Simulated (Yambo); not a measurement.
Yambo run on Al3BC (space group P6_3/mmc, No. 194). The wavefunctions are LDA (pw.x of Quantum ESPRESSO, ONCV potentials, scalar-relativistic) ones on a 6×6×1 mesh (16 occupied bands); a = 3.4812 Å, b = 3.4812 Å, c = 11.4684 Å, α = 90.00°, β = 90.00°, γ = 120.00°.

Yambo input:

```
rim_cut
gw0
dyson
el_el_corr
HF_and_locXC
ppa
em1d
RandQpts= 1000000
RandGvec= 1 Ry
EXXRLvcs= 82 Ry
VXCRLvcs= 328 Ry
Chimod= "HARTREE"
% BndsRnXp
 1 | 76 |
%
NGsBlkXp= 8 Ry
% LongDrXp
 1.0 | 1.0 | 1.0 |
%
PPAPntXp= 27.2114 eV
% GbndRnge
 1 | 76 |
%
GTermKind= "BG"
DysSolver= "n"
ExtendOut
% QPkrange
 1 | 1 | 16 | 17 |
 4 | 4 | 17 | 17 |
%
```

k points by index: 1 = Γ, 4 = M.

The o-*.qp file then holds:

```
#    K-point    Band    Eo [eV]    E [eV]    E-Eo [eV]    Vxc [eV]    Vnlxc [eV]    Sc|Eo [eV]    Sc|E [eV]    dSc/dw|Eo [eV]    Re(Z)    Im(Z)
#
    1    16    0.000000    0.860572E-3    0.860572E-3    -12.13837    -13.51500    1.377716    1.377497    -7.600905    0.781657    -0.001543
    1    17    1.670070    2.117163    0.447094    -11.14089    -6.919197    -3.657073    -3.774598    -7.150947    0.791893    -0.001440
    4    17    0.450779    0.839745    0.388966    -9.634606    -5.851424    -3.299167    -3.394215    -6.647534    0.803667    -0.001417
```
(The two width columns are left out.) Convergence of these settings isn't established.

Geometry of the Materials Project entry, not relaxed at this level.

The structure is a Materials Project entry; no match was found in the copy of COD used, and its stability was not checked.
